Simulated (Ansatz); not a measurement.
A distorted cell of Si (diamond):

```xyz
4
Lattice="0.0000 5.4443 5.4443 2.7222 2.7222 5.4443 2.7222 2.7222 0.0000" Properties=species:S:1:pos:R:3 pbc="T T T"
Si     2.7222     2.7222     2.7222
Si     2.7222     5.4443     5.4443
Si     4.0832     9.5275     9.4275
Si     4.0832     6.8054     6.9054
```

These are r2SCAN (plane waves to 500 eV, PAW, scalar-relativistic; Ansatz, a quantum-chemistry and plane-wave program) values and carry that method's errors. k mesh 10×10×10 (Γ-centred), Fermi-Dirac smearing 0.05 eV. Compression counts positive. Si was relaxed with its symmetry unable to fall.

### Question
Predict the force on every atom, in eV/Å.

### Answer
```
atom     Fx     Fy      Fz
----  -----  -----  ------
Si1   0.000  0.000   0.000
Si2   0.000  0.000   0.000
Si3   0.000  0.000   1.772
Si4   0.000  0.000  -1.772
```

### Question
What is the stress tensor (GPa)?

### Answer
```
   0.78     0.00     0.00
   0.00     0.78     0.00
   0.00     0.00    -0.19
```
The pressure, a third of the trace, is 0.46 GPa.

(A displaced cell: forces are minus the slopes of the energy, force constants its curvatures, and phonons follow from these.)
